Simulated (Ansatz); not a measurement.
## MoS2: from a starting cell to a relaxed one

The start is a randomly generated symmetric cell of MoS2 (space group No. 166). The cell and all atomic positions are relaxed at zero pressure with PBE (plane waves to 420 eV, PAW, scalar-relativistic; Ansatz, a quantum-chemistry and plane-wave program). The first steps use a coarse 5×5×5 k-mesh.

The start:
```
MoS2
1.0
    3.86561     2.23181     2.35109
   -3.86561     2.23181     2.35109
    0.00000    -4.46362     2.35109
Mo S
2 4
Cartesian
  0.00000   0.00000   5.27565
  0.00000   0.00000   1.77761
  0.00000   2.23181   2.35109
 -1.93280  -1.11590   2.35109
  1.93280  -1.11590   2.35109
  0.00000   0.00000   0.00000
```

Question: What symmetry does the relaxed structure have?

Answer: The space group goes from R-3m (No. 166) to Pn-3m (No. 224); the end is AFLOW prototype A2B_cP6_224_b_a (C3, as in Cu2O), with 6 atoms in the primitive cell.

Question: By how much does the energy per atom fall from start to end?

Answer: About 1.1 eV/atom.

Question: How do the shortest distances between atoms change?

Answer: The closest pairs of elements (up to four, under 3.6 Å), start → end: Mo–S 1.78 → 2.24 Å; S–S 3.24 → 3.65 Å; Mo–Mo 3.50 → 4.47 Å.

Question: What band gap does the relaxed structure have at this level?

Answer: Zero (metallic).

Question: What does it relax into? Give the structure.

Answer: 
```cif
data_Mo2S4
_chemical_formula_sum 'Mo2 S4'
_space_group_name_H-M_alt 'Pn-3m :1'
_space_group_IT_number 224
_space_group_name_Hall 'P 4n 2 3 -1n'
_cell_length_a 5.16298
_cell_length_b 5.16298
_cell_length_c 5.16298
_cell_angle_alpha 90.000
_cell_angle_beta 90.000
_cell_angle_gamma 90.000
loop_
_atom_site_label
_atom_site_type_symbol
_atom_site_symmetry_multiplicity
_atom_site_Wyckoff_symbol
_atom_site_fract_x
_atom_site_fract_y
_atom_site_fract_z
_atom_site_occupancy
Mo1 Mo 2 a 0.00000 0.00000 0.00000 1
S1 S 4 c 0.75000 0.75000 0.75000 1
```

Final values are on a 9×9×9 k-mesh of the relaxed cell. The start holds a very short contact (Mo–S 1.78 Å). No spin polarisation in the result.

The run could not lose the symmetry of its start, so the end can be a saddle point.

The relaxed structure here is a generated cell of MoS2: the first start was made by a random draw of sites in a space group, and the end was not matched to a known phase here, so it may be hypothetical. Known forms of MoS2 include space group No. 160, 194.
